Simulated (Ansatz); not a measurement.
## CsGa (NaTl type) from its elements: all-electron against pseudopotential results

```xyz
4
Lattice="0.0000 4.0342 4.0342 4.0342 0.0000 4.0342 4.0342 4.0342 0.0000" Properties=species:S:1:pos:R:3 pbc="T T T"
Cs    1.0085    1.0085    1.0085
Cs   -1.0085   -1.0085   -1.0085
Ga    3.0256    3.0256    3.0256
Ga   -3.0256   -3.0256   -3.0256
```

The cell comes from a relaxation on PAW files under the same functional, begun from a prototype that needn't be the stable phase.

Computed with Ansatz 0.2.0; functional PBEsol, scalar-relativistic. Settings: a Γ-centred 6×6×6 k mesh, Fermi–Dirac smearing of 0.05 eV, no spin polarisation. Methods: LAPW: all electrons, basis error target 0.5 meV/atom; PAW: frozen-core files, cutoff 420 eV.

The elements are taken as Cs bcc, Ga alpha-Ga, each relaxed on PAW files under the same functional and computed by the same method as the compound; zero-point and thermal terms are left out.

Spin–orbit coupling is left out, which matters for the heavy atoms. The PAW files were made under PBE.

What is the formation energy by LAPW, and how far do the other methods lie from it?

0.197 eV/atom; PAW +0.3 meV/atom. The compound is unstable against these elements; other compounds of the system weren't compared.

Give the LAPW value for one formula unit in kJ/mol.

0.197 eV/atom × 2 atoms × 96.485 kJ/(mol·eV) = 38.0 kJ/mol, at zero temperature and without zero-point motion.

What Bader charges does the PAW density give?

Cs1 +0.51 e, Ga3 -0.51 e.
